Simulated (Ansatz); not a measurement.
Nb2SnC:
```yaml
crystal:
  lattice:
    - [3.22979, 0.00000, 0.00000]
    - [-1.61489, 2.79708, 0.00000]
    - [0.00000, 0.00000, 13.76681]
  atoms:
    - { symbol: Nb, position: [0.33333, 0.66667, 0.08278] }
    - { symbol: Nb, position: [0.66667, 0.33333, 0.91722] }
    - { symbol: Nb, position: [0.66667, 0.33333, 0.58278] }
    - { symbol: Nb, position: [0.33333, 0.66667, 0.41722] }
    - { symbol: Sn, position: [0.33333, 0.66667, 0.75000] }
    - { symbol: Sn, position: [0.66667, 0.33333, 0.25000] }
    - { symbol: C, position: [0.00000, 0.00000, 0.00000] }
    - { symbol: C, position: [0.00000, 0.00000, 0.50000] }
```

Relaxed with PBEsol. Special points in fractions of this cell's reciprocal vectors: Γ (0.000, 0.000, 0.000); M (0.500, 0.000, 0.000); K (0.333, 0.333, 0.000); A (0.000, 0.000, 0.500); L (0.500, 0.000, 0.500); H (0.333, 0.333, 0.500).

Task: List the band energies nearest the Fermi level at these points for the program Ansatz at the PBEsol with spin–orbit coupling level (PAW).

Result: In eV from the Fermi level; about four levels below and three above (degenerate sets whole), none deeper than 8.9 eV; points with the same levels are listed once.

```json
[
 {"k": "Γ", "below": "-0.72 -0.72 -0.51 -0.51", "above": "0.50 0.50 0.54 0.54"},
 {"k": "M", "below": "-2.60 -2.60 -2.54 -2.54", "above": "0.56 0.56 0.79 0.79"},
 {"k": "K", "below": "-0.13 -0.13 -0.09 -0.09", "above": "0.77 0.77 0.80 0.80"},
 {"k": "A", "below": "-0.61 -0.61 -0.61 -0.61", "above": "0.62 0.62 0.62 0.62"},
 {"k": "L", "below": "-2.57 -2.57 -2.57 -2.57", "above": "0.88 0.88 0.88 0.88"},
 {"k": "H", "below": "-0.33 -0.33 -0.27 -0.27", "above": "1.18 1.18 1.18 1.18"}
]
```

Space group P6_3/mmc. The first step of the workflow began from a Materials Project structure, measured or hypothetical; the Crystallography Open Database copy checked does not list it. Its standing as an ambient phase is unchecked. Symmetry was held in the PBEsol relaxation; phonons on a q-mesh show no instability. No spin polarisation was allowed.

Potentials: the later of the program's two PAW sets.
